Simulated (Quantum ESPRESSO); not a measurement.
## Band energies of GaAlN₂ at +2 % biaxial strain

```
CELL_PARAMETERS angstrom
      3.20958     0.00000     0.00000
     -1.60479     2.77958     0.00000
      0.00000     0.00000     5.04507
ATOMIC_POSITIONS crystal
  N  0.66667 0.33333 0.11020
  N  0.00000 0.00000 0.62435
  Al 0.00000 0.00000 0.00183
  Ga 0.66667 0.33333 0.50002
```

norm-conserving PBEsol (Quantum ESPRESSO, 84 Ry, no spin-orbit coupling); path ΓMKΓALHA,LM,KH; energies in eV from the valence-band maximum.

```csv
k (1/Å),point,band 9,band 10,band 11,band 12,band 13,band 14,band 15,band 16
0.00,Γ,-1.23,-1.23,-0.12,-0.12,0.00,2.60,4.92,9.60
0.34,,-2.44,-1.55,-1.48,-0.28,-0.17,3.85,5.90,8.57
0.68,,-4.44,-3.27,-2.16,-0.87,-0.64,5.15,6.04,7.28
1.02,,-4.49,-3.91,-2.54,-1.89,-0.88,4.95,5.77,6.61
1.13,M,-4.55,-3.79,-2.57,-2.03,-0.90,4.90,5.73,6.60
1.35,,-4.50,-3.69,-3.04,-2.07,-1.31,5.45,5.92,6.83
1.67,,-4.84,-3.99,-3.05,-2.46,-2.38,5.10,7.72,7.90
1.78,K,-5.09,-4.02,-2.86,-2.61,-2.51,5.04,7.92,7.98
2.00,,-4.81,-3.74,-3.46,-2.23,-2.05,5.32,7.58,7.67
2.44,,-3.86,-3.57,-2.15,-1.03,-0.74,5.51,7.13,7.21
2.76,,-2.27,-1.79,-1.20,-0.34,-0.15,3.80,5.89,8.60
3.09,Γ,-1.23,-1.23,-0.12,-0.12,0.00,2.60,4.92,9.60
3.40,,-1.27,-1.12,-1.12,-0.23,-0.23,3.61,5.11,9.22
3.71,A,-2.93,-0.98,-0.98,-0.38,-0.38,4.52,5.26,8.85
4.02,,-3.15,-1.50,-1.15,-1.11,-0.66,5.22,5.81,7.85
4.43,,-4.73,-1.93,-1.63,-1.53,-1.41,5.05,5.41,7.71
4.74,,-5.60,-1.89,-1.82,-1.71,-1.31,4.45,4.98,7.58
4.84,L,-5.66,-1.91,-1.81,-1.73,-1.29,4.41,4.94,7.56
5.06,,-5.55,-2.56,-2.50,-1.41,-1.13,4.87,5.42,7.75
5.38,,-5.07,-4.00,-3.77,-1.18,-0.97,6.24,6.79,7.22
5.49,H,-4.99,-4.15,-3.90,-1.17,-0.95,6.54,6.90,7.07
5.68,,-5.10,-3.81,-3.60,-1.23,-1.00,6.10,6.57,7.50
5.96,,-4.85,-2.73,-2.65,-1.48,-1.23,5.77,6.09,8.04
6.33,,-3.59,-1.76,-1.49,-1.40,-1.09,5.66,6.14,7.42
6.61,,-2.99,-1.21,-1.05,-0.70,-0.49,4.85,5.50,8.50
6.80,A,-2.93,-0.98,-0.98,-0.38,-0.38,4.52,5.26,8.85
6.80,L,-5.66,-1.91,-1.81,-1.73,-1.29,4.41,4.94,7.56
7.11,,-5.17,-2.90,-2.37,-1.40,-1.19,4.43,5.29,7.59
7.42,M,-4.55,-3.79,-2.57,-2.03,-0.90,4.90,5.73,6.60
7.42,K,-5.09,-4.02,-2.86,-2.61,-2.51,5.04,7.92,7.98
7.63,,-4.96,-4.37,-2.76,-2.32,-2.15,5.41,7.67,7.95
8.04,H,-4.99,-4.15,-3.90,-1.17,-0.95,6.54,6.90,7.07
```

The PBEsol gap is direct, 2.60 eV at Γ.

Spin-orbit splittings are left out.

Geometry strained from the cell relaxed with PBEsol, atoms relaxed again.

The structure is a Materials Project entry; no match was found in the copy of COD used, and its stability was not checked.
